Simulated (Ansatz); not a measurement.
A frame of YCo7 from dynamics at 1850 K, with the forces (eV/Å) computed on a k mesh in the last three columns. All numbers below come from DFT PBE, scalar-relativistic, plane waves, PAW in Ansatz.

Settings: cutoff 420 eV, Γ-centred mesh 4×4×4 on the computed 16-atom cell, Fermi–Dirac smearing of 0.16 eV; no spin polarisation.

```xyz
16
Lattice="5.957 0.040 -0.100 0.040 5.951 0.045 -0.100 0.045 6.281" Properties=species:S:1:pos:R:3:forces:R:3 pbc="T T T"
Co    4.611    1.072    3.057    0.020    0.560    0.600
Co    4.849    3.154    5.414    0.070   -1.040   -0.170
Co    5.458    5.147    1.711   -0.370   -0.030    1.260
Co    2.795    4.075    5.580    0.300   -1.140    1.200
Co    4.005    4.156    3.308    1.590   -0.450    0.450
Co    2.739    2.212    4.084    0.870    0.000   -1.030
Co    1.867    4.856    2.669   -1.530    0.050    1.190
Co    2.877    3.363    1.595    1.450   -1.470   -1.920
Co    5.691    1.306    0.986    0.500    2.040   -0.740
Co    1.156    2.564    5.561   -0.730   -1.450   -0.410
Co    0.434    2.985    3.444   -1.140    0.990   -0.160
Co    3.027    5.784    4.406   -0.090    2.840   -0.950
Co    1.054    0.962    2.877    0.420   -0.460    0.290
Co    0.680    3.513    1.029   -0.130   -0.190    1.310
Y     3.078    0.704    0.691   -0.190   -0.010    0.310
Y     0.292    5.614    5.353   -1.030   -0.230   -1.240
```

Static pressure 0.1 GPa (no kinetic part), no gap on the mesh.

Counting as bonded all pairs within 1.3 times the summed covalent radii:

```tsv
atom → neighbour	mean count	mean length (Å)	spread (Å)
Co → Co	8.86	2.56	0.33
Co → Y	2.86	3.28	0.41
Y → Co	20.00	3.28	0.41
Y → Y	2.00	3.60	0.23
```

Angles between all pairs of such bonds at an atom (mean ± spread): 96 ± 34° at Co, 93 ± 36° at Y.

Spin polarisation was left out, and a magnetic state may lie lower.

Cost: 1 run of about 5.6 core-minutes, on Arm Neoverse V1 (shared hosts).